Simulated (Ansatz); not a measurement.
A geometry of Mo away from equilibrium: step 3 of the relaxation of a relaxed Mo cell, doubled along one cell vector, shaken by Gaussian noise of σ = 0.08 Å a coordinate. The numbers are results of r2SCAN (plane waves to 500 eV, PAW, scalar-relativistic; Ansatz, a quantum-chemistry and plane-wave program), not measurements. Γ-centred k-mesh 8×4×13 on the run's cell (coarser than for final values), Fermi–Dirac smearing 0.05 eV.

```
CELL_PARAMETERS angstrom
      4.67501     0.01764     0.00390
     -4.64445     7.90152    -0.02864
      0.00213    -0.00780     2.57046
ATOMIC_POSITIONS crystal
  Mo 0.99351 0.00422 0.92154
  Mo 0.01346 0.51779 0.92461
  Mo 0.32215 0.32736 0.59386
  Mo 0.33005 0.82888 0.65331
  Mo 0.66508 0.15893 0.38660
  Mo 0.66585 0.66880 0.41880
```

Question: What forces act on the atoms (eV/Å)?

Answer: 
```csv
atom,Fx,Fy,Fz
Mo1,0.76,-0.48,0.76
Mo2,0.04,-1.93,0.66
Mo3,0.27,0.64,1.20
Mo4,-0.41,0.92,0.31
Mo5,-0.75,0.89,-1.38
Mo6,0.08,-0.04,-1.55
```

Question: What is the pressure?

Answer: +1.2 GPa, compression positive.

Question: How much energy per atom can still be gained by relaxing?

Answer: 0.23 eV/atom; the path ends in Im-3m (No. 229) (bcc (W type)).

No spin polarisation in the result.

Of the parent cell (P6/mmm (No. 191)): it is a generated cell of Mo: the first start was made by placing the elements on the sites of a structure type, and the end was not matched to a known phase here, so it may be hypothetical. Known forms of Mo include space group No. 229.
